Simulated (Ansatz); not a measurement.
CaGa2:
```
CaGa2
1.0
    4.44315     0.00000     0.00000
   -2.22158     3.84788     0.00000
    0.00000     0.00000     7.36528
Ca Ga
2 4
Cartesian
  0.00000   0.00000   1.84132
  0.00000   0.00000   5.52396
  0.00000   2.56525   0.32170
  2.22158   1.28263   7.04359
  2.22158   1.28263   4.00434
  0.00000   2.56525   3.36094
```

Relaxed with r²SCAN. Special points in fractions of this cell's reciprocal vectors: Γ (0.000, 0.000, 0.000); M (0.500, 0.000, 0.000); K (0.333, 0.333, 0.000); A (0.000, 0.000, 0.500); L (0.500, 0.000, 0.500); H (0.333, 0.333, 0.500).

### Question
List the band energies nearest the Fermi level at these points for plane-wave PAW r²SCAN (Ansatz code).

### Answer
In eV from the Fermi level; about four levels below and three above (degenerate sets whole), none deeper than 8.9 eV; points with the same levels are listed once.

| k | below | above |
|---|---|---|
| Γ | -8.45 -5.29 -1.39 -1.39 | 0.11 0.38 0.66 0.66 |
| M | -1.98 -1.95 -1.86 -0.18 | 1.16 2.25 3.26 |
| K | -4.12 -2.45 -2.10 -2.10 | 2.17 2.17 2.31 |
| A | -0.72 -0.72 -0.72 -0.72 | 0.77 0.77 1.61 1.61 1.61 1.61 |
| L | -1.89 -1.89 -1.56 -1.56 | 0.55 0.55 1.26 1.26 |
| H | -3.42 -3.42 -1.21 -1.21 | 0.68 0.68 3.02 3.02 |

Space group P6_3/mmc. The first step of the workflow began from a Materials Project structure, measured or hypothetical; the Crystallography Open Database copy checked does not list it. Whether it is the stable phase at ambient conditions was not checked. The r²SCAN relaxation kept the symmetry of its start; its stability against distortions is not shown here. Spin–orbit coupling is left out wherever it is not named.

Potentials: the later of the program's two PAW sets.
